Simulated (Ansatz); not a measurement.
The calculation used Ansatz, DFT PBE, scalar-relativistic, plane waves, PAW. All cells share a 420 eV cutoff and Γ-centred k meshes spaced at most about 0.3 Å⁻¹ (about 0.25 or finer for metals, 2π included). Collinear spin in cells that started with moments and kept them past the coarse steps, no spin elsewhere.

Temperature and zero-point effects are left out.

Two relaxed structures of EuS₃:

A. (site moments Eu 6.7 μB)

```cif
data_structure
_symmetry_space_group_name_H-M 'Immm'
_symmetry_Int_Tables_number 71
_cell_length_a 5.2088
_cell_length_b 5.5226
_cell_length_c 7.7504
_cell_angle_alpha 90.000
_cell_angle_beta 90.000
_cell_angle_gamma 90.000
_cell_volume 222.95
loop_
_atom_site_label
_atom_site_type_symbol
_atom_site_symmetry_multiplicity
_atom_site_Wyckoff_symbol
_atom_site_fract_x
_atom_site_fract_y
_atom_site_fract_z
_atom_site_occupancy
Eu1 Eu 2 c 0.50000 0.50000 0.00000 1
S1 S 4 i 0.50000 0.50000 0.63273 1
S2 S 2 b 0.50000 0.00000 0.00000 1
```

B. (site moments Eu 6.5; S 0.2 (×2), 0.7 μB)

```cif
data_structure
_symmetry_space_group_name_H-M 'Fm-3m'
_symmetry_Int_Tables_number 225
_cell_length_a 6.8778
_cell_length_b 6.8778
_cell_length_c 6.8778
_cell_angle_alpha 90.000
_cell_angle_beta 90.000
_cell_angle_gamma 90.000
_cell_volume 325.35
loop_
_atom_site_label
_atom_site_type_symbol
_atom_site_symmetry_multiplicity
_atom_site_Wyckoff_symbol
_atom_site_fract_x
_atom_site_fract_y
_atom_site_fract_z
_atom_site_occupancy
Eu1 Eu 4 a 0.00000 0.00000 0.00000 1
S1 S 8 c 0.25000 0.25000 0.75000 1
S2 S 4 b 0.50000 0.00000 0.00000 1
```

Question: Which form is favoured at zero pressure, and by what margin per atom?

Answer: B is lower, by 25 meV/atom. A has space group Immm (No. 71), 27.9 Å³/atom and no gap on its mesh; B has the BiF3 (D0_3) type, space group Fm-3m (No. 225), 20.3 Å³/atom and no gap. Counting S atoms around Eu (those within 1.25 times the shortest such distance or 1.15 times the sum of covalent radii; a plus sign parts nearer from farther groups), A has Eu 4 and B has Eu 8+6. A holds S–S pairs (shortest 2.06 Å); in B the shortest S–S distance is 2.98 Å. Both come from invented guesses. A third cell relaxed alike, in P6_3/mmc, lies 288 meV/atom below the lower of the two.

Weakly bound directions are ill-defined at this level, which has no dispersion term (Immm), and this can change margins and order among such cells. In such compounds of Eu a zero gap at this level may well be an artefact, since no Hubbard U is applied. The magnetic state reached may not be the lowest. Cells relaxed within their symmetry can be saddle points. Some types were kept out of the candidates beforehand, so the set may lack a known form.
